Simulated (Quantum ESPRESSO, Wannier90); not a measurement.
## Tight-binding from DFT: CsCl (rock salt)

Structure: Materials Project mp-573697, symmetrised, not relaxed again. COD (Crystallography Open Database) has the formula in 2 space groups, this one among them (matched by group alone). Computed values, not measurements, from PBEsol: Quantum ESPRESSO (norm-conserving PseudoDojo potentials, cutoff 47 Ry, no spin polarisation, no spin-orbit coupling) on a Γ-centred 8×8×8 mesh, then Wannier90. Density: 8×8×8 mesh, cold smearing 0.01 Ry. Spin-orbit coupling is left out although heavy elements are present.

```
begin unit_cell_cart
ang
    0.0000000000    3.5065500000    3.5065500000
    3.5065500000    0.0000000000    3.5065500000
    3.5065500000    3.5065500000    0.0000000000
end unit_cell_cart
mp_grid = 8 8 8
```

Neighbour vectors b of the finite-difference formula (Å⁻¹), by shell:

| shell | b_x | b_y | b_z |
|---|---|---|---|
| 1 | 0.11199 | 0.11199 | -0.11199 |
| 1 | 0.11199 | -0.11199 | 0.11199 |
| 1 | -0.11199 | 0.11199 | 0.11199 |
| 1 | 0.11199 | 0.11199 | 0.11199 |
| 1 | -0.11199 | -0.11199 | 0.11199 |
| 1 | -0.11199 | 0.11199 | -0.11199 |
| 1 | 0.11199 | -0.11199 | -0.11199 |
| 1 | -0.11199 | -0.11199 | -0.11199 |

Task: Find the weights w_b from the completeness condition Σ_b w_b b_α b_β = δ_αβ.

Result: Shell 1: Σ b_x² = 0.100, Σ b_y² = 0.100, Σ b_z² = 0.100 Å⁻²
Each of the three diagonal sums, weighted, has to give 1 and the off-diagonal ones 0, which holds for w_1 = 9.97 Å². Check on xx: 9.97×0.100 = 1.00.

On this mesh the 4 functions of bands 2,6-8 (valence bands; start: SCDM (isolated), conv_tol = 1.0e-6) end with spreads 1.4306, 1.4310, 1.4308, 1.4388 Å², Ω_I = 5.0099 Å² and Ω_D = 0.0001 Å².

Ω_total is the sum of the spreads, 5.731 Å². Ω_OD = Ω_total − Ω_I − Ω_D = 0.721 Å². Only (Ω_D + Ω_OD)/Ω_total = 12.6 % depends on the gauge, and another start could lower the total by that share at most. The rms radius is √(Ω_total/4) = 1.20 Å.
